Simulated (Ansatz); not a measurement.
SnO: do the settings matter for the field gradients?

Cell: a measured structure from the Crystallography Open Database (COD), taken as it stands.

```yaml
crystal:
  lattice:
    - [3.79860, 0.00000, 0.00000]
    - [0.00000, 3.79860, 0.00000]
    - [0.00000, 0.00000, 4.84080]
  atoms:
    - { symbol: Sn, position: [0.50000, 0.00000, 0.23690] }
    - { symbol: Sn, position: [0.00000, 0.50000, 0.76310] }
    - { symbol: O, position: [0.00000, 0.00000, 0.00000] }
    - { symbol: O, position: [0.50000, 0.50000, 0.00000] }
```

Atom numbers follow the list; atoms alike are taken as one site, whose name carries the number of the first.

Reference run. The numbers come from a DFT calculation in Ansatz (PBE, plane waves and PAW, scalar-relativistic, 420 eV cutoff, Γ-centred 12×12×10 k-points, Fermi–Dirac smearing 0.05 eV).

Task: The input is changed as follows: `basis.ecutwfc`: not typed → 51.4 Ry. What happens to V_zz (10²¹ V/m²) and η?

Result: 

| site | atom | V_zz reference | η reference | V_zz changed | η changed |
| --- | --- | --- | --- | --- | --- |
| Sn | 1 | -17.61 | 0.00 | -17.61 | 0.00 |
| O | 3 | 0.11 | 0.00 | 0.11 | 0.00 |

All printed values agree. SCF iterations: 7 and 7.

On the reference run: At this cell the principal stresses reach 5 GPa in size with PBE, which can matter for small gradients. The largest force is 0.5 eV/Å, so the atoms aren't at the calculated equilibrium and relaxing them would move these values. With no gap above 0.1 eV, as in a metal, the gradients converge slowly in k; expect changes of a tenth or more on a denser mesh. Without spin–orbit coupling (the program notes it for Sn) the gradients can shift somewhat, as the gap is small. Semilocal functionals make gaps too small and can close them, so the real compound need not be a metal.
